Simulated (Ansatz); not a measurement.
Relaxed HfO₂ (tetragonal-ZrO2 type, space group P4_2/nmc):

```xyz
6
Lattice="3.5671 0.0000 0.0000 0.0000 3.5671 0.0000 0.0000 0.0000 5.1659" Properties=species:S:1:pos:R:3 pbc="T T T"
Hf     0.0000     0.0000     0.0000
Hf     1.7835     1.7835     2.5830
O      0.0000     1.7835     1.0337
O      0.0000     1.7835     3.6167
O      1.7835     0.0000     1.5493
O      1.7835     0.0000     4.1322
```

Method: PBEsol (plane waves to 420 eV, PAW, scalar-relativistic; Ansatz, an electronic-structure program). k mesh 8×8×5 (Γ-centred), Fermi-Dirac smearing 0.05 eV. HfO2 is run without spin polarisation. HfO2 was relaxed with its symmetry unable to fall. Spin-orbit coupling is left out, though Hf is heavy. This is a high-temperature form of HfO2.

One atom of the cell was then moved (with its periodic images), all else fixed, and the forces (eV/Å) came out as:

| atom | Fx | Fy | Fz |
|---|---|---|---|
| Hf1 | -0.374 | 0.000 | 0.165 |
| Hf2 | -0.029 | 0.000 | -0.035 |
| O3 | -0.012 | 0.000 | 0.030 |
| O4 | -0.256 | 0.000 | -0.026 |
| O5 | -0.033 | 0.000 | 0.185 |
| O6 | 0.704 | 0.000 | -0.318 |

Q: Which atom was moved, and by which vector (Å)?

A: O6, by (-0.04, 0.00, 0.02), 0.04 Å in all.

(A displaced cell: forces are minus the slopes of the energy, force constants its curvatures, and phonons follow from these.)
